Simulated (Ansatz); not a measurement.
Tl$_{3}$VSe$_{4}$ in space group I-43m (No. 217; V on 2a, Tl on 6b, Se on 8c), the program Ansatz at the r²SCAN level (PAW). The conduction-band minimum lies at N, with 6 equivalent valleys. Second derivatives d²E/dk² of the lowest band at one valley (eV·Å²), along Cartesian directions:

```
direction  d²E/dk²
---------  -------
[100]        6.585
[010]        6.585
[001]        3.074
[110]        6.012
[101]        4.830
[011]        4.830
```

**Question.** Find the principal effective masses, the density-of-states mass and the conductivity mass.

**Answer.** Off-diagonal terms follow from H_xy = H[110] − (H_xx + H_yy)/2, and m*/mₑ = 7.620 eV·Å² over each eigenvalue: 1.1, 1.3, 2.5. One valley's DOS mass (m₁m₂m₃)^(1/3) = 1.5, conductivity mass 3/(Σ 1/mᵢ) = 1.4 mₑ.

**Question.** What effective density of states Nc follows at 300 K for parabolic valleys?

**Answer.** Nc = 2.509e19 × 6 × (1.5)^(3/2) ≈ 2.8e20 cm⁻³.

The workflow started from a Materials Project entry (that database holds measured and hypothetical structures alike); the Crystallography Open Database copy checked does not list it. Whether it is the stable phase at ambient conditions was not checked. The r²SCAN relaxation kept the symmetry of its start; its stability against distortions is not shown here. The run is not spin-polarised. Scalar-relativistic: spin–orbit coupling is off unless named, which matters more the heavier the elements.

Potentials: the later of the program's two PAW sets.

Edges and masses are those of Kohn–Sham bands, whose gap is no quasiparticle gap.
